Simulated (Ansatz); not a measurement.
# Rocksalt alloy of LiH and LiF (14 of 32 H sites exchanged), 64 atoms

Ansatz, PAW, plane waves. PBEsol relaxation of volume and atoms (shape held) at the single k point (¼, ¼, ¼) without its symmetry partners; single points on the relaxed atoms at the Γ point alone, onto which points of the small cell's zone fold. Arrangement: quasirandom. No spin–orbit coupling unless named.

Relaxed structure:

```yaml
crystal:
  lattice:
    - [8.01027, 0.00000, 0.00000]
    - [0.00000, 8.01027, 0.00000]
    - [0.00000, 0.00000, 8.01027]
  atoms:
    - { symbol: F, position: [0.25017, 0.99992, 0.00024] }
    - { symbol: F, position: [0.24979, 0.50096, 0.99976] }
    - { symbol: F, position: [0.75019, 0.99960, 0.00056] }
    - { symbol: F, position: [0.00091, 0.24980, 0.99969] }
    - { symbol: F, position: [0.00040, 0.74977, 0.99939] }
    - { symbol: F, position: [0.50163, 0.24962, 0.50013] }
    - { symbol: F, position: [0.49979, 0.75026, 0.00003] }
    - { symbol: F, position: [0.50006, 0.74963, 0.49888] }
    - { symbol: F, position: [0.00051, 0.99932, 0.24915] }
    - { symbol: F, position: [0.00025, 0.99983, 0.75097] }
    - { symbol: F, position: [0.00054, 0.49940, 0.75097] }
    - { symbol: F, position: [0.50040, 0.99978, 0.25019] }
    - { symbol: F, position: [0.25086, 0.74977, 0.24957] }
    - { symbol: F, position: [0.75146, 0.24986, 0.74963] }
    - { symbol: H, position: [0.24951, 0.00016, 0.50123] }
    - { symbol: H, position: [0.25032, 0.49890, 0.50003] }
    - { symbol: H, position: [0.75150, 0.99918, 0.49979] }
    - { symbol: H, position: [0.74884, 0.50021, 0.00127] }
    - { symbol: H, position: [0.75130, 0.50021, 0.49898] }
    - { symbol: H, position: [0.00143, 0.24994, 0.49858] }
    - { symbol: H, position: [0.99973, 0.74879, 0.50011] }
    - { symbol: H, position: [0.50039, 0.25212, 0.99982] }
    - { symbol: H, position: [0.99927, 0.49888, 0.25249] }
    - { symbol: H, position: [0.50006, 0.00047, 0.74895] }
    - { symbol: H, position: [0.50205, 0.49813, 0.25081] }
    - { symbol: H, position: [0.50096, 0.49983, 0.74896] }
    - { symbol: H, position: [0.25045, 0.25166, 0.25135] }
    - { symbol: H, position: [0.25206, 0.24987, 0.74818] }
    - { symbol: H, position: [0.25171, 0.75026, 0.74687] }
    - { symbol: H, position: [0.75071, 0.25130, 0.25139] }
    - { symbol: H, position: [0.75068, 0.74733, 0.25146] }
    - { symbol: H, position: [0.74940, 0.74875, 0.74797] }
    - { symbol: Li, position: [0.00047, 0.00001, 0.99983] }
    - { symbol: Li, position: [0.00072, 0.00009, 0.50029] }
    - { symbol: Li, position: [0.00077, 0.49986, 0.99932] }
    - { symbol: Li, position: [0.00034, 0.49942, 0.50101] }
    - { symbol: Li, position: [0.49966, 0.99949, 0.00077] }
    - { symbol: Li, position: [0.50089, 0.99940, 0.49874] }
    - { symbol: Li, position: [0.49906, 0.50114, 0.00000] }
    - { symbol: Li, position: [0.50102, 0.49994, 0.49964] }
    - { symbol: Li, position: [0.25020, 0.25076, 0.00022] }
    - { symbol: Li, position: [0.25266, 0.25066, 0.49962] }
    - { symbol: Li, position: [0.25087, 0.74992, 0.00074] }
    - { symbol: Li, position: [0.25238, 0.74888, 0.49847] }
    - { symbol: Li, position: [0.75054, 0.24955, 0.99892] }
    - { symbol: Li, position: [0.74908, 0.25016, 0.50066] }
    - { symbol: Li, position: [0.74932, 0.75002, 0.00022] }
    - { symbol: Li, position: [0.74872, 0.74860, 0.49955] }
    - { symbol: Li, position: [0.24960, 0.99913, 0.24943] }
    - { symbol: Li, position: [0.24872, 0.00038, 0.75027] }
    - { symbol: Li, position: [0.24989, 0.50025, 0.24956] }
    - { symbol: Li, position: [0.24900, 0.49948, 0.75051] }
    - { symbol: Li, position: [0.75134, 0.99951, 0.24972] }
    - { symbol: Li, position: [0.75253, 0.00108, 0.75058] }
    - { symbol: Li, position: [0.75067, 0.49938, 0.25073] }
    - { symbol: Li, position: [0.75187, 0.49863, 0.74956] }
    - { symbol: Li, position: [0.99931, 0.24873, 0.25020] }
    - { symbol: Li, position: [0.99951, 0.25015, 0.75000] }
    - { symbol: Li, position: [0.00100, 0.75042, 0.24961] }
    - { symbol: Li, position: [0.00004, 0.74952, 0.75011] }
    - { symbol: Li, position: [0.50138, 0.24949, 0.25250] }
    - { symbol: Li, position: [0.50198, 0.25010, 0.74722] }
    - { symbol: Li, position: [0.50013, 0.75034, 0.25054] }
    - { symbol: Li, position: [0.50063, 0.74958, 0.74771] }
```

(1) What are the mean bond lengths by pair (pairs within 1.2 times the sum of covalent radii, less contacts 15 % beyond the pair's median; cation–cation pairs of compounds aside; long ionic contacts are cut short by that bound)?

(2) What gap lies between the top filled and the lowest empty level in the single points?

Results:

(1) F–Li 1.998 ± 0.007 Å (standard deviation, 84 bonds). No contact of H falls within that bound.

(2) HSE06 6.18 eV (33 s on 7 threads of Neoverse-V2); r²SCAN 5.65 eV (8 s on 7 threads of Neoverse-V2).
